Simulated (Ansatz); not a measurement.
# TaAs: from a starting cell to a relaxed one

The start is a relaxed TaAs cell deformed by the Cartesian strain tensor (xx, yy, zz, yz, xz, xy) = (0.100, 0.011, 0.063, 0.021, 0.030, -0.133). Cell shape, volume and atoms are optimised at zero target pressure with PBE (plane waves to 420 eV, PAW, scalar-relativistic; Ansatz, a program for electronic structure). The first steps use a coarse 7×6×10 k-mesh.

Input geometry:
```yaml
crystal:
  lattice:
    - [-1.95898, 2.10407, 6.22051]
    - [2.31097, -1.85768, 6.25168]
    - [1.49840, 1.39709, -6.14778]
  atoms:
    - { symbol: Ta, position: [0.99912, 0.99912, 0.00000] }
    - { symbol: Ta, position: [0.74912, 0.24912, 0.50000] }
    - { symbol: As, position: [0.41688, 0.41688, 0.00000] }
    - { symbol: As, position: [0.16688, 0.66688, 0.50000] }
```

Question: How large is the pressure on the unrelaxed cell, and of which sign?

Answer: -8 GPa (negative: the cell is under tension).

Question: What is the largest force in the starting geometry, and on which atom (counted from 1)?

Answer: About 1.8 eV/Å, on Ta1 (atoms numbered as listed).

Question: How much energy is released per atom?

Answer: 0.64 eV/atom.

Question: Is the parent structure recovered?

Answer: It returns to the parent structure, I4₁md (No. 109).

Question: How do the shortest distances between atoms change?

Answer: The closest pairs of elements (up to four, under 3.6 Å), start → end: As–Ta 2.42 → 2.62 Å; Ta–Ta 3.53 → 3.41 Å; As–As 3.53 → 3.41 Å.

Question: What band gap does the relaxed structure have at this level?

Answer: No gap on the sampled points, where the bands overlap only slightly; such a result is sensitive to mesh and level.

The end point of the relaxation:

```cif
data_As4Ta4
_chemical_formula_sum 'Ta4 As4'
_space_group_name_H-M_alt 'I41md'
_space_group_IT_number 109
_space_group_name_Hall 'I 4bw -2'
_cell_length_a 3.46308
_cell_length_b 3.46308
_cell_length_c 11.73274
_cell_angle_alpha 90.000
_cell_angle_beta 90.000
_cell_angle_gamma 90.000
loop_
_atom_site_label
_atom_site_type_symbol
_atom_site_symmetry_multiplicity
_atom_site_Wyckoff_symbol
_atom_site_fract_x
_atom_site_fract_y
_atom_site_fract_z
_atom_site_occupancy
Ta1 Ta 4 a 0.00000 0.00000 0.25099 1
As1 As 4 a 0.00000 0.00000 0.83322 1
```
(The calculation used a cell of 4 atoms; values per cell refer to that cell.)

Final values are on a 19×19×19 k-mesh of the relaxed cell. No spin polarisation in the result.
